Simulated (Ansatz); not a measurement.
LaCoSi2 in space group Cmcm (No. 63; La on 4c, Co on 4c, Si on 4c, Si on 4c), PBE (plane waves, PAW; program Ansatz), all energies at zero smearing, with the estimated change up to a 700 eV cutoff added, with one set of potentials and settings (totals compare only within such a set). Cell of 8 atoms (2 La, 2 Co, 4 Si): -25301.587 eV.

| element | reference phase | E (eV/atom) |
|---|---|---|
| La | P6_3/mmc, 4 atoms in the cell | -6250.0953 |
| Co | P6_3/mmc, 2 atoms in the cell, spin-polarised | -5126.1559 |
| Si | Fd-3m, 2 atoms in the cell | -635.8096 |

Formation energy per atom, worked out: (-25301.587 − 2×(-6250.0953) − 2×(-5126.1559) − 4×(-635.8096))/8 = -0.731 eV/atom (-71 kJ per mol of atoms), at 0 K, without zero-point energy or fitted corrections.

The workflow started from a Materials Project entry (that database holds measured and hypothetical structures alike); the Crystallography Open Database copy checked does not list it. Whether it is the stable phase at ambient conditions was not checked. Symmetry was held in the PBE relaxation; its stability against distortions is not shown here. No spin polarisation was allowed. The references are the lowest solids computed at this level, not always the standard phases. Scalar-relativistic: spin–orbit coupling is off unless named, which matters more the heavier the elements.

Potentials: the later of the program's two PAW sets.
